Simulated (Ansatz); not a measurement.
A geometry of CaC2 away from equilibrium: step 2 of the relaxation of a relaxed CaC2 cell, doubled along one cell vector, shaken by Gaussian noise of σ = 0.08 Å a coordinate. Computed with r2SCAN (plane waves to 500 eV, PAW, scalar-relativistic; Ansatz, a quantum-chemistry and plane-wave program). Γ-centred k-mesh 4×7×4 on the run's cell (coarser than for final values), Fermi–Dirac smearing 0.05 eV.

```xyz
12
Lattice="6.5729 -4.1301 -0.0062 3.2969 2.0816 -0.0061 -2.1128 -0.0104 7.0486" Properties=species:S:1:pos:R:3:forces:R:3 pbc="T T T" free_energy=-9301.566 pressure_GPa=-0.1
Ca     1.6581     1.3513     5.3060    0.2752   -0.3083   -0.0173
Ca     5.0224    -0.7984     5.2447   -0.2241    0.6258    0.2168
Ca     2.7368    -1.2356     1.7550    0.2158   -0.5401   -0.2559
Ca     6.0069    -3.4471     1.7750   -0.1226    0.2304   -0.1571
C      0.6479    -0.6928     4.0221    0.0300    0.4839    0.0387
C      3.9678    -2.6679     3.9137   -0.4416   -2.1750   -1.8484
C      3.8247     0.6103     3.0510   -0.1182   -0.0660    0.0036
C      7.0469    -1.5613     3.0935    0.4795    2.2219    1.8673
C      2.7657    -0.5191     6.6176   -0.1135    0.3005   -0.3988
C      6.0546    -2.5880     6.6397   -0.0811   -0.7035    0.3019
C      1.6480     0.5910     0.4013    0.0309    0.5932   -0.2425
C      5.0466    -1.4114     0.4072    0.0699   -0.6625    0.4912
```

Positions in Å, forces in eV/Å, free energy of the cell in eV (comparable only within this code, potentials and settings). Largest force: 2.94 eV/Å, on C8 (atoms numbered as listed); the geometry lies 0.02 eV/atom above the end of its relaxation.

No spin polarisation in the result.

The cell that was disturbed is our relaxation of an entry of Materials Project.
